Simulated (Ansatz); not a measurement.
Here is the system:

Relaxed AlN (wurtzite):

```xyz
8
Lattice="3.1303 0.0000 0.0000 -1.5651 2.7109 0.0000 0.0000 0.0000 10.0360" Properties=species:S:1:pos:R:3 pbc="T T T"
Al     1.5651     0.9036     0.0169
Al     1.5651     0.9036     5.0349
Al     0.0000     1.8073     2.5259
Al     0.0000     1.8073     7.5439
N      1.5651     0.9036     3.1203
N      1.5651     0.9036     8.1383
N      0.0000     1.8073     0.6113
N      0.0000     1.8073     5.6293
```

The atoms are displaced by Q × the pattern below (from a DFPT mode at A = (0.0, 0.0, 0.5), largest move 1; Q in Å), at fixed cell. It is one choice among 2 degenerate patterns. (q is in reciprocal vectors of the primitive cell; the cell shown is doubled to hold the pattern.)

```json
[
 {"atom": "Al1", "x": "0.000", "y": "0.000", "z": "-0.477"},
 {"atom": "Al2", "x": "0.000", "y": "0.000", "z": "0.477"},
 {"atom": "Al3", "x": "0.000", "y": "0.000", "z": "-0.164"},
 {"atom": "Al4", "x": "0.000", "y": "0.000", "z": "0.164"},
 {"atom": "N5", "x": "0.000", "y": "0.000", "z": "-0.434"},
 {"atom": "N6", "x": "0.000", "y": "0.000", "z": "0.434"},
 {"atom": "N7", "x": "0.000", "y": "0.000", "z": "1.000"},
 {"atom": "N8", "x": "0.000", "y": "0.000", "z": "-1.000"}
]
```

Calculation: PBE (plane waves to 420 eV, PAW, scalar-relativistic; Ansatz, an electronic-structure program). k mesh 12×12×4 (Γ-centred), Fermi-Dirac smearing 0.05 eV. E stands for the smeared free energy. AlN was relaxed with its symmetry unable to fall. The zero of ΔE is the undisplaced structure.

The scan covers Q from -0.280 to 0.280 Å in 13 points.

Which space group does the distorted structure have?

P3m1 (No. 156), lowered from P6_3mc.

Is this a single well or a double well?

A single well with its minimum at or next to zero displacement.

What is the energy change at Q = 0.280 Å?

4434 meV/cell.

What harmonic wavenumber does the curvature at Q = 0 give?

804 cm⁻¹.

(For displaced atoms, the force is minus the slope of the energy, and its curvature is a force constant, which sets phonon frequencies.)
